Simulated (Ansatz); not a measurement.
Ansatz (an electronic-structure program) input:

Ansatz 0.2 input:
```yaml
crystal:
  lattice:
    - [5.0606842178, 0.0, 0.0]
    - [-2.5303421089, 4.3826810932, 0.0]
    - [0.0, 0.0, 8.5971466591]
  atoms:
    - { symbol: Si, position: [0.6666666667, 0.3333333333, 0.9371580803] }
    - { symbol: Si, position: [0.3333333333, 0.6666666667, 0.4371580803] }
    - { symbol: Si, position: [0.6666666667, 0.3333333333, 0.5628419197] }
    - { symbol: Si, position: [0.3333333333, 0.6666666667, 0.0628419197] }
    - { symbol: O, position: [0.0, 0.4133793054, 0.0] }
    - { symbol: O, position: [0.5866206946, 0.0, 0.5] }
    - { symbol: O, position: [0.5866206946, 0.5866206946, 0.0] }
    - { symbol: O, position: [0.0, 0.5866206946, 0.5] }
    - { symbol: O, position: [0.4133793054, 0.0, 0.0] }
    - { symbol: O, position: [0.4133793054, 0.4133793054, 0.5] }
    - { symbol: O, position: [0.6666666667, 0.3333333333, 0.75] }
    - { symbol: O, position: [0.3333333333, 0.6666666667, 0.25] }
kpoints:
  mp_grid: { grid: [6, 6, 3] }
basis: { xc_grid: 2 }
hamiltonian:
  xc: pbesol
  pseudopotentials: { azcp: { folder: ./paw }, kind: paw }
scf:
  occupations: { method: fixed }
output:
  optics: { e_range: [0.0, 15.0], de: 0.05, sigma: 0.1, bands: { spectra_wanted_up_to: 12 eV } }
```

Output (shortened):

```
output.optics: the spectra are integrated over the Brillouin zone by k·p interpolation around the k-points, where levels, occupations, output.optics.sigma and …
Pseudopotentials: kind: paw
Pseudopotential: Si, paw, valence charge 4
Pseudopotential: O, paw, valence charge 6
Functional definition: PBEsol
Crystal: 12 atoms, lattice volume = 190.679 Å³
Basis set: ecut = 420 eV, 3791 PW (Γ), exchange–correlation on 72×72×120 points (8 copies of the dense FFT grid, shifted against one another)
Bands: 44, of which v1, the nominal top of the filled ones, is band 32 counted from 1 (31 counted from 0)
Symmetry: 12 space group operations
Space group: P6322 (ITA 182), of the structure as read, at distance tolerance 5.8e-5 Å
k-points: 14 of 108 (time reversal used)
PAW frozen core: Si, regenerated for the run's functional, and the local potential with it
PAW frozen core: O, regenerated for the run's functional, and the local potential with it
Initial density: superposition of atomic densities (chi_scale 0.1, normalization cell, long waves kept (reshape's long-wave potential 0.01 eV rms))
Initial wavefunctions: pseudopotential atomic-orbital guess
Eigensolver: davidson
Functional: x = pbesol(κ = 0.804, μ = 0.12345679012345678), c = pbesol(β = 0.046)
SCF iter   1: F=—  HF=-6992.756250 eV  |F-HF|=—  |Δ(HF+E_count)|=         —  Δρ=1.12e-1  dr2=2.22e1  ethr=3.10e-3  ⟨swp⟩=4.7  Hψ=2497  notcnv=0  defer=125
all-band conjugate gradients solve this SCF's bands
preconditioner: auto → Resta (q_TF=auto, 2.274 Å⁻¹)
SCF iter   2: F=—  HF=-6986.624969 eV  |F-HF|=—  |Δ(HF+E_count)|=    6.13e0  Δρ=3.98e-2  dr2=1.22e0  ethr=3.10e-3  ⟨swp⟩=3.9  Hψ=1680  notcnv=0  defer=124
SCF iter   3: F=—  HF=-6986.468243 eV  |F-HF|=—  |Δ(HF+E_count)|=   1.57e-1  Δρ=1.86e-2  dr2=3.97e-1  ethr=1.91e-3  ⟨swp⟩=2.0  Hψ=590  notcnv=0  defer=136
SCF iter   4: F=—  HF=-6986.456618 eV  |F-HF|=—  |Δ(HF+E_count)|=   1.16e-2  Δρ=1.57e-3  dr2=5.29e-3  ethr=6.21e-4  ⟨swp⟩=3.0  Hψ=1038  notcnv=0  defer=139
SCF iter   5: F=—  HF=-6986.467482 eV  |F-HF|=—  |Δ(HF+E_count)|=   1.09e-2  Δρ=4.93e-4  dr2=3.65e-4  ethr=8.27e-6  ⟨swp⟩=3.7  Hψ=1006  notcnv=0  defer=140
SCF iter   6: F=—  HF=-6986.467936 eV  |F-HF|=—  |Δ(HF+E_count)|=   4.54e-4  Δρ=8.98e-5  dr2=1.61e-5  ethr=5.70e-7  ⟨swp⟩=2.5  Hψ=930  notcnv=0  defer=140
SCF iter   7: F=—  HF=-6986.467771 eV  |F-HF|=—  |Δ(HF+E_count)|=   1.65e-4  Δρ=7.33e-5  dr2=7.19e-6  ethr=2.52e-8  ⟨swp⟩=2.0  Hψ=1033  notcnv=0  defer=140
SCF iter   8: F=—  HF=-6986.467773 eV  |F-HF|=—  |Δ(HF+E_count)|=   2.31e-6  Δρ=1.58e-5  dr2=3.25e-7  ethr=1.12e-8  ⟨swp⟩=2.1  Hψ=964  notcnv=0  defer=118
SCF iter  12: F=-6986.467682 eV  HF=-6986.467682 eV  |F-HF|=1.82e-12  |Δ(HF+E_count)|=  3.09e-11  Δρ=4.56e-8  dr2=2.56e-12  ethr=1.00e-12  ⟨swp⟩=14.7  Hψ=3117  notcnv=0
SCF 1 converged in 12 iterations: F = -6986.467682 eV  dr2 = 2.56e-12
NSCF: frozen V_eff on 14 k-points
Optics k sum: 0 of 14 k-points
Optics k sum: 1 of 14 k-points
Optics k sum: 2 of 14 k-points
Optics k sum: 3 of 14 k-points
Optics k sum: 4 of 14 k-points
Optics k sum: 5 of 14 k-points
Optics k sum: 6 of 14 k-points
Optics k sum: 7 of 14 k-points
Optics k sum: 8 of 14 k-points
Optics k sum: 9 of 14 k-points
Optics k sum: 10 of 14 k-points
Optics k sum: 11 of 14 k-points
Optics k sum: 12 of 14 k-points
Optics k sum: 13 of 14 k-points
Optics k sum: 14 of 14 k-points
Optics k sum: 0 of 14 k-points
Optics k sum: 1 of 14 k-points
Optics k sum: 2 of 14 k-points
Optics k sum: 3 of 14 k-points
Optics k sum: 4 of 14 k-points
Optics k sum: 5 of 14 k-points
Optics k sum: 6 of 14 k-points
Optics k sum: 7 of 14 k-points
Optics k sum: 8 of 14 k-points
Optics k sum: 9 of 14 k-points
Optics k sum: 10 of 14 k-points
Optics k sum: 11 of 14 k-points
Optics k sum: 12 of 14 k-points
Optics k sum: 13 of 14 k-points
Optics k sum: 14 of 14 k-points
NSCF: frozen V_eff on 1 k-points
NSCF: frozen V_eff on 1 k-points
NSCF: frozen V_eff on 1 k-points
output.optics: what the bands over the 71 summed would add to eps1, eps2 and the energy-loss function is held between a lower and an upper bound (9 Lanczos …
SCF converged after 12 iterations
Free energy (F): -6986.467682 eV
Harris-Foulkes:  -6986.467682 eV  (|F-HF|=1.82e-12)
Internal energy: -6986.467682 eV  (E = F + TS)
E sigma→0 (E₀):  -6986.467682 eV
Fermi energy:    0.487955 eV
--- Per-component energies (eV) ---
  E_band       = -411.253338
  E_kinetic    = 1549.529236
  E_local      = -4898.617612  (includes V_loc(G=0)·N_el)
  E_nonlocal   = 510.425225
  E_hartree    = 1857.047961
  E_xc         = -792.542845
  E_vxc        = -921.162678  (∫ρ·V_xc dr)
  E_paw        = -3256.808956  (= ΣΔE_a)
  E_vpaw       = -365.530047  (= ΣTr[D̂ρ^β])
  E_aug_tail   = 0.006701  (compensation charges beyond the density's cutoff)
  E_ewald      = -1955.915938
  E_core_change = 0.408546  (= ΣΔE_core)
  E_smearing   =  0.000000  (= −TS)
  E_closure    =  0.000000  (closes the sum)
  Σ components = -6986.467682   (vs F -6986.467682, Δ=0.00e0)
  [band-id]    e_kinetic+e_local+e_nonlocal+2·e_hartree+e_vxc+e_vpaw+e_augmentation_tail = -411.253252   (vs E_band -411.253338, Δ=8.61e-5)
--- Band table (eV; the first three rows and the last of 14) ---
  k-point 0: bands = ["-18.8027", "-18.4026", "-17.3960", "-16.7461", "-16.7346", "-16.7346", "-16.7235", "-16.7235", "-9.1973", "-7.9365", "-6.0407", "-5.2758", "-5.2483", "-5.2483", "-5.0665", "-5.0665", "-2.5247", "-2.0586", "-2.0586", "-1.7195", "-1.7195", "-1.4598", "-1.3839", "-1.3839", "-1.3436", "-1.3436", "-0.3246", "-0.2956", "-0.2956", "-0.2659", "0.4658", "0.4658", "6.0602", "8.1742", "8.8984", "9.2740", "9.7530", "9.7530", "10.2818", "10.5206", "10.5206", "10.8334", "12.2851", "12.2851"]
  k-point 1: bands = ["-18.7269", "-18.5361", "-17.2034", "-16.8879", "-16.7334", "-16.7302", "-16.7279", "-16.7247", "-8.9407", "-8.3360", "-5.7595", "-5.4038", "-5.2806", "-5.1934", "-5.1230", "-5.0279", "-2.2811", "-2.0324", "-1.9645", "-1.8629", "-1.8128", "-1.7512", "-1.3630", "-1.3612", "-1.3472", "-1.3462", "-0.3047", "-0.2848", "-0.2770", "0.0960", "0.1141", "0.4880", "6.4361", "7.3398", "9.4826", "9.6064", "9.6267", "9.8077", "10.2118", "10.4358", "10.5029", "11.1561", "11.8223", "12.2470"]
  k-point 2: bands = ["-18.7293", "-18.3216", "-17.4863", "-16.8521", "-16.7506", "-16.7465", "-16.7415", "-16.7294", "-9.0070", "-7.7544", "-6.2828", "-5.3486", "-5.2594", "-5.1293", "-4.9770", "-4.9415", "-2.5287", "-2.1382", "-2.0613", "-1.8226", "-1.7173", "-1.5869", "-1.4781", "-1.4392", "-1.2489", "-1.2353", "-0.6472", "-0.3928", "-0.2477", "-0.1357", "0.3310", "0.4569", "6.4239", "8.5356", "9.0180", "9.3150", "9.6612", "9.8293", "10.3330", "10.3818", "10.6857", "11.0690", "11.5376", "12.0501"]
  k-point 13: bands = ["-18.1412", "-18.1405", "-17.6651", "-17.6637", "-16.7766", "-16.7699", "-16.7588", "-16.7579", "-7.6897", "-7.6707", "-6.4270", "-6.3841", "-4.8904", "-4.8696", "-4.7647", "-4.6122", "-2.6302", "-2.5056", "-2.3715", "-2.3441", "-1.6949", "-1.6944", "-1.6635", "-1.3907", "-0.9728", "-0.8942", "-0.7300", "-0.7091", "-0.2872", "-0.2624", "-0.1547", "0.1771", "8.8372", "9.0084", "9.4327", "9.4629", "9.5145", "9.5515", "10.2975", "10.4604", "10.8170", "10.8706", "11.1689", "11.3707"]
  band table: 44 of 44 bands, residual norms ≤ 1.0e-3 eV
```

Cost: very roughly 2.2 core-minutes on shared cores.

Space group P6_322. The workflow started from a Materials Project entry (that database holds measured and hypothetical structures alike); the Crystallography Open Database copy checked does not list it. It is not the phase usual at ambient conditions (space group No. 92, 152, 154). The PBEsol relaxation kept the symmetry of its start; whether a distortion lowers the energy is not shown.

Potentials: the earlier of the program's two PAW sets. The files were generated under PBE; for other functionals the program regenerates the frozen cores, and for LDA and PBEsol the local potential too.

Ansatz is a plane-wave DFT program.
